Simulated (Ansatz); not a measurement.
SrCd₂P₂:
```
SrCd2P2
1.0
    4.30908     0.00000     0.00000
   -2.15454     3.73177     0.00000
    0.00000     0.00000     7.18483
Sr Cd P
1 2 2
Cartesian
  0.00000   0.00000   0.00000
  0.00000   2.48785   4.56360
  2.15454   1.24392   2.62123
  2.15454   1.24392   5.37032
  0.00000   2.48785   1.81450
```

Relaxed with PBEsol.

Problem. Map the electron localisation function on the plane through (0.000, 0.000, 0.000) spanned by u = [0, 0, 1] and v = [1, -1, 0] in lattice vectors, from the program Ansatz at the PBEsol level (PAW).

Solution. x is the fraction of u, y of v (the angle between them is 90°; rows are the nearest grid lines); atoms in the plane: Sr at (0.00, 0.00), Cd at (0.64, 0.33), Cd at (0.36, 0.67), P at (0.75, 0.67), P at (0.25, 0.33).
```
y \ x   0.000  0.0833  0.194  0.278  0.361  0.444  0.556  0.639  0.722  0.806  0.917   1.00
------  -----  ------  -----  -----  -----  -----  -----  -----  -----  -----  -----  -----
1.00    0.007   0.831  0.060  0.026  0.024  0.013  0.013  0.024  0.026  0.060  0.831  0.007
0.919   0.836   0.841  0.036  0.077  0.077  0.046  0.040  0.090  0.131  0.051  0.842  0.836
0.838   0.265   0.085  0.108  0.181  0.182  0.165  0.172  0.445  0.647  0.587  0.105  0.265
0.757   0.108   0.047  0.190  0.293  0.460  0.328  0.309  0.749  0.699  0.823  0.676  0.108
0.703   0.290   0.070  0.202  0.455  0.805  0.487  0.330  0.782  0.015  0.393  0.828  0.290
0.622   0.276   0.074  0.197  0.434  0.745  0.465  0.332  0.791  0.081  0.524  0.822  0.276
0.541   0.104   0.159  0.349  0.176  0.235  0.177  0.273  0.626  0.831  0.842  0.595  0.104
0.459   0.104   0.595  0.842  0.831  0.626  0.273  0.177  0.235  0.176  0.349  0.159  0.104
0.378   0.276   0.822  0.524  0.081  0.791  0.332  0.465  0.745  0.434  0.197  0.074  0.276
0.297   0.290   0.828  0.393  0.015  0.782  0.330  0.487  0.805  0.455  0.202  0.070  0.290
0.243   0.108   0.676  0.823  0.699  0.749  0.309  0.328  0.460  0.293  0.190  0.047  0.108
0.162   0.265   0.105  0.587  0.647  0.445  0.172  0.165  0.182  0.181  0.108  0.085  0.265
0.0811  0.836   0.842  0.051  0.131  0.090  0.040  0.046  0.077  0.077  0.036  0.841  0.836
0.000   0.007   0.831  0.060  0.026  0.024  0.013  0.013  0.024  0.026  0.060  0.831  0.007
```

The density is the valence pseudo-density with augmentation charge, so density and ELF within about 1 Å of a nucleus are not all-electron values.

Space group P-3m1. The workflow started from a Materials Project entry (that database holds measured and hypothetical structures alike); the Crystallography Open Database copy checked does not list it. Its standing as an ambient phase is unchecked. The PBEsol relaxation kept the symmetry of its start; its stability against distortions is not shown here.

Potentials: the later of the program's two PAW sets.
